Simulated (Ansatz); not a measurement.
## Data sheet: CuI (DFT)

CuI:
```yaml
crystal:
  lattice:
    - [12.35976, 0.00000, 0.00000]
    - [0.00000, 3.95782, 0.00000]
    - [0.00000, 0.00000, 3.95805]
  atoms:
    - { symbol: Cu, position: [0.25000, 0.25000, 0.25011] }
    - { symbol: Cu, position: [0.25000, 0.75000, 0.75011] }
    - { symbol: Cu, position: [0.75000, 0.75000, 0.74989] }
    - { symbol: Cu, position: [0.75000, 0.25000, 0.24989] }
    - { symbol: I, position: [0.88543, 0.25000, 0.74988] }
    - { symbol: I, position: [0.61457, 0.75000, 0.24988] }
    - { symbol: I, position: [0.11457, 0.75000, 0.25012] }
    - { symbol: I, position: [0.38543, 0.25000, 0.75012] }
```

Space group P4/nmm (No. 129); conventional cell a = 3.958 Å, b = 3.958 Å, c = 6.180 Å, α = 90.00°, β = 90.00°, γ = 90.00°.

Method: LDA in the plane-wave PAW code Ansatz. The cell and atoms are relaxed at this level. Other levels are named where they apply.

Cell and energy:

```json
{
 "volume_per_atom": "24.20 Å³",
 "density": "6.53 g/cm³",
 "Formation energy from the elements (no fitted shifts)": "-102 meV/atom"
}
```

Electronic structure:

```json
{
 "band_gap": "1.49 eV (direct)",
 "valence_band_maximum": "at Γ",
 "conduction_band_minimum": "at Γ",
 "electron_effective_mass": "0.17, 0.17, 0.21 mₑ (principal values)"
}
```

Mechanics:

```json
{
  "Bulk modulus (Birch–Murnaghan fit)": "20.8 GPa",
  "Pressure derivative B′": "11.5"
}
```

Phonons:

```json
{
 "Highest zone-centre frequency (without LO–TO term)": "175 cm^-1",
 "zone_centre_stability": "unstable, softest mode 18i cm⁻¹"
}
```

The cell is a constructed one: a structure type filled with these elements; the Crystallography Open Database copy checked does not list it. It is not the phase usual at ambient conditions (space group No. 216). The cell was relaxed with LDA under the symmetry of its start; phonons show weakly imaginary modes. The run is not spin-polarised. A crystal of weakly bound layers computed without a dispersion correction: the cell and the soft elastic constants depend strongly on that. Point labels and valley counts follow the cell and symmetry of the run, lower than the named group. The references are the lowest solids computed at this level, not always the standard phases. Scalar-relativistic: spin–orbit coupling is off unless named, which matters more the heavier the elements.

Potentials: the earlier of the program's two PAW sets. The files were generated under PBE; for other functionals the program regenerates the frozen cores, and for LDA and PBEsol the local potential too.
